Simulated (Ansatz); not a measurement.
This trial cell of NaAl₅O₂ was written down by chemical analogy (R-3m, No. 166). Its size is a guess.

```xyz
8
Lattice="1.4500 0.8372 14.4000 -1.4500 0.8372 14.4000 0.0000 -1.6743 14.4000" Properties=species:S:1:pos:R:3 pbc="T T T"
Na    0.0000    0.0000    0.0000
Al    0.0000    0.0000   11.8498
Al    0.0000    0.0000   31.3502
Al    0.0000    0.0000   38.3314
Al    0.0000    0.0000    4.8686
Al    0.0000    0.0000   21.6000
O     0.0000    0.0000   27.1512
O     0.0000    0.0000   16.0488
```

These are results of Ansatz, DFT PBE, scalar-relativistic, plane waves, PAW, not measurements. Cutoff 420 eV, Gaussian smearing, Γ-centred meshes. Cell and atoms relax first on a coarse mesh, the cell is then made exact in the group found at 0.06 to 0.08 Å, and last on a converged mesh; the steps can't lower the symmetry of their start. No spin polarisation.

A guess keeps its type if space group and coordination stay and the shape of the cell changes little (axis ratios within about 15 %, angles within 6°); the volume may change.

Question: Does it keep its structure type, or change into something else?

Answer: It keeps its type. The symmetry stays R-3m (No. 166). The volume per atom grows by 1.1 %, from 13.1 to 13.3 Å³. The shortest distance goes from 1.90 Å (Al–O) to 1.97 Å (Al–O). The ratio c/a of the conventional cell changes by a factor of 1.00. Counting neighbours within 15 % of an atom's shortest distance, the start has Al 3/12, Na 6, O 3 and the end Al 3/12, Na 6, O 3.

The last run used a 12×12×12 mesh for its 8-atom cell and Gaussian smearing of 0.10 eV. Symmetry constrained the relaxation, so the result can be a saddle point. Another cell of the same search, in R-3m, lies 65 meV/atom lower, so this cell isn't the stable form at this level.

In counts of neighbours, a slash parts the counts of unlike sites.
